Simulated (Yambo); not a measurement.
KAs$_{4}$ClO$_{6}$ (space group P6/mmm, No. 191), G0W0@LDA (Yambo, plasmon pole, terminator in G, 3×3×1 mesh): gap Γ → Γ in eV by bands and screening block.

```csv
bands (W and G),2 Ry,3 Ry,4 Ry,5 Ry,6 Ry
84,5.63,5.55,5.55,?,5.60
112,5.35,5.28,?,5.34,5.36
151,?,5.15,5.19,5.23,5.26
200,5.18,5.08,5.12,5.17,5.20
249,5.15,5.04,5.09,5.14,5.17
```

Q: Estimate the withheld gaps from their neighbours; the computed values follow.

A: 
- 84, 5 Ry: 5.58
- 112, 4 Ry: 5.30
- 151, 2 Ry: 5.24

The largest settings aren't shown to be the converged limit.

The standard potential for As keeps a d shell in the valence without the s and p states of that shell. In tests on such compounds this moved G0W0 gaps by up to about 0.9 eV, so absolute quasiparticle energies here are unreliable; differences between settings are what counts.

Spin-orbit coupling is not included.

Geometry of the Materials Project entry, not relaxed at this level; primitive cell a = b = 5.2533 Å, c = 8.9458 Å, α = β = 90.00°, γ = 120.00°.
